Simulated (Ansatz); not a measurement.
CuI:
```
CELL_PARAMETERS angstrom
      4.18958     0.00000     0.00000
     -2.09479     3.62829     0.00000
      0.00000     0.00000     9.72027
ATOMIC_POSITIONS crystal
  Cu 0.49980 0.49980 0.50000
  Cu 0.50020 0.00000 0.83333
  Cu 0.00000 0.50020 0.16667
  I  0.49998 0.49998 0.00000
  I  0.50002 0.00000 0.33333
  I  0.00000 0.50002 0.66667
```

Relaxed with r²SCAN+D4. Special points in fractions of this cell's reciprocal vectors: Γ (0.000, 0.000, 0.000); M (0.500, 0.000, 0.000); K (0.333, 0.333, 0.000); A (0.000, 0.000, 0.500); L (0.500, 0.000, 0.500); H (0.333, 0.333, 0.500).

Q: List the band energies nearest the valence-band maximum at these points for r²SCAN+D4 in the plane-wave PAW code Ansatz.

A: In eV from the valence-band maximum; about four levels below and three above (degenerate sets whole), none deeper than 8.9 eV; points with the same levels are listed once.

| k | below | above |
|---|---|---|
| Γ | -1.30 -1.30 -0.63 -0.54 -0.54 | 1.18 3.16 3.16 |
| M | -1.52 -1.38 -1.19 -1.09 | 1.88 2.56 2.71 |
| K | -1.70 -1.70 -1.61 -1.22 -1.22 | 1.86 2.97 2.97 |
| A | -1.31 -1.31 -1.17 0.00 | 2.44 2.44 3.13 |
| L | -1.46 -1.36 -1.31 -1.17 | 1.70 2.61 3.02 |
| H | -1.76 -1.76 -1.42 -0.80 | 2.93 3.11 3.11 |

Space group P6_422. The start of the workflow was typed in or built on a structure type; neither database checked (COD, Materials Project) lists it. It is not the phase usual at ambient conditions (space group No. 216). The cell was relaxed with r²SCAN+D4 under the symmetry of its start; its stability against distortions is not shown here. The workflow began spin-polarised and lost its moments. The volume moved by -31 % from the start of the relaxation. Point labels and valley counts follow the cell and symmetry of the run, lower than the named group. Scalar-relativistic: spin–orbit coupling is off unless named, which matters more the heavier the elements.

Potentials: the earlier of the program's two PAW sets.
